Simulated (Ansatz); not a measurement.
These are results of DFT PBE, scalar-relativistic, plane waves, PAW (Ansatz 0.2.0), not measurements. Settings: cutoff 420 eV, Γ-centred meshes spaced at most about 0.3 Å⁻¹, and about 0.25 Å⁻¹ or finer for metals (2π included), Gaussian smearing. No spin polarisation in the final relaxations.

Formation energies are uncorrected and refer to the elements' standard structures at the same level (F₂ as a molecule). The references include crystalline Br.

A relaxed structure of La3Si2F has 35.94 Å³/atom, −0.55 eV/atom against the elements, no gap on its mesh:

```
La Si F
1.0
     7.91786    0.00000    0.00000
    -3.95893    6.85707    0.00000
     0.00000    0.00000    3.97179
La Si F
3 2 1
Direct
  0.50000 0.00000 0.50000
  0.50000 0.50000 0.50000
  0.00000 0.50000 0.50000
  0.33333 0.66667 0.00000
  0.66667 0.33333 0.00000
  0.00000 0.00000 0.00000
```

Q: Br takes the place of F on the same sites, and the cell is relaxed. What changes?

A: La3Si2Br has a = 7.950 Å, c = 3.972 Å: 36.23 Å³/atom, −0.48 eV/atom against the elements, no gap on its mesh. The volume per atom changes by +0.8 % and the formation energy by +0.06 eV/atom (from unrounded values). Covalent radii: F 0.57 Å, Br 1.20 Å; electronegativities 3.98 and 2.96. La has 4 Si at 3.03 Å, 6 La at 3.97 Å and 4 Br at 4.44 Å; around Si lie 6 La at 3.03 Å; Br is surrounded by 2 Br at 3.97 Å and 12 La at 4.44 Å.

```cif
data_structure
_symmetry_space_group_name_H-M 'P6/mmm'
_symmetry_Int_Tables_number 191
_cell_length_a 7.9498
_cell_length_b 7.9498
_cell_length_c 3.9716
_cell_angle_alpha 90.000
_cell_angle_beta 90.000
_cell_angle_gamma 120.000
_cell_volume 217.38
loop_
_atom_site_label
_atom_site_type_symbol
_atom_site_symmetry_multiplicity
_atom_site_Wyckoff_symbol
_atom_site_fract_x
_atom_site_fract_y
_atom_site_fract_z
_atom_site_occupancy
La1 La 3 g 0.50000 0.50000 0.50000 1
Si1 Si 2 c 0.66667 0.33333 0.00000 1
Br1 Br 1 a 0.00000 0.00000 0.00000 1
```

The two cells were relaxed from separate starts that ended on the same group and sites; neither need be the stable form of its compound. The zero gap of La3Si2F P6/mmm, La3Si2Br P6/mmm may come from the functional, which often closes small gaps, or the cell may be a true semimetal. The reference form of Br is held partly by dispersion forces, which this level lacks. Cells relaxed within their symmetry can be saddle points.
